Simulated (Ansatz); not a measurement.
C:
Space group Pn-3m, origin choice 1 (No. 224); a = 4.809 Å, b = 4.809 Å, c = 4.809 Å, α = 90.00°, β = 90.00°, γ = 90.00°

| atom | site | symmetry | x | y | z |
|---|---|---|---|---|---|
| C | 2a | -43m | 0.0000 | 0.0000 | 0.0000 |
| C | 8e | .3m | 0.1780 | 0.1780 | 0.1780 |

Relaxed with r²SCAN. Independent-particle spectrum: no excitons, no local fields, no scissors shift; 0.1 eV broadening; ε₁ of the summed bands alone.

Question: Tabulate the dielectric function from plane-wave PAW r²SCAN (Ansatz code).

Answer: 

| E (eV) | ε₁ xx | ε₂ xx |
|---|---|---|
| 0.0 | 4.30 | 0.00 |
| 0.3 | 4.31 | 0.00 |
| 0.6 | 4.33 | 0.00 |
| 0.9 | 4.36 | 0.00 |
| 1.2 | 4.40 | 0.00 |
| 1.5 | 4.46 | 0.00 |
| 1.8 | 4.54 | 0.00 |
| 2.1 | 4.63 | 0.00 |
| 2.4 | 4.76 | 0.00 |
| 2.7 | 4.91 | 0.00 |
| 3.0 | 5.10 | 0.00 |
| 3.3 | 5.35 | 0.00 |
| 3.6 | 5.67 | 0.00 |
| 3.9 | 6.11 | 0.00 |
| 4.2 | 6.75 | 0.00 |
| 4.5 | 7.79 | 0.00 |
| 4.8 | 9.99 | 0.02 |
| 5.1 | 15.21 | 4.26 |
| 5.4 | 9.28 | 16.16 |
| 5.7 | -2.61 | 10.90 |
| 6.0 | -0.27 | 5.09 |
| 6.3 | 1.10 | 4.32 |
| 6.6 | 1.86 | 4.28 |
| 6.9 | 1.68 | 4.69 |
| 7.2 | 1.04 | 5.42 |
| 7.5 | -0.04 | 4.36 |
| 7.8 | 0.42 | 3.39 |
| 8.1 | -0.20 | 3.50 |
| 8.4 | -0.44 | 3.09 |
| 8.7 | -0.45 | 2.03 |
| 9.0 | 0.38 | 1.62 |
| 9.3 | 0.63 | 1.65 |
| 9.6 | 0.60 | 1.57 |
| 9.9 | 0.67 | 1.49 |
| 10.2 | 1.01 | 0.80 |
| 10.5 | 1.65 | 0.76 |
| 10.8 | 2.36 | 1.15 |
| 11.1 | 2.41 | 1.95 |
| 11.4 | 2.29 | 2.27 |
| 11.7 | 2.16 | 2.72 |
| 12.0 | 1.13 | 2.72 |

Question: From ε at 5.2 eV (xx: 16.29 + 8.12i), find n, k, the normal reflectivity and the absorption coefficient.

Answer: n = 4.15, k = 0.978, R = 40 %, α = 2kE/ħc = 520000 cm⁻¹.

With all bands, ε∞ without local fields is 4.43.

The start of the workflow was typed in or built on a structure type; neither database checked (COD, Materials Project) lists it. It is not the phase usual at ambient conditions (space group No. 194, 227). The cell was relaxed with r²SCAN under the symmetry of its start; whether a distortion lowers the energy is not shown.

Potentials: the later of the program's two PAW sets.
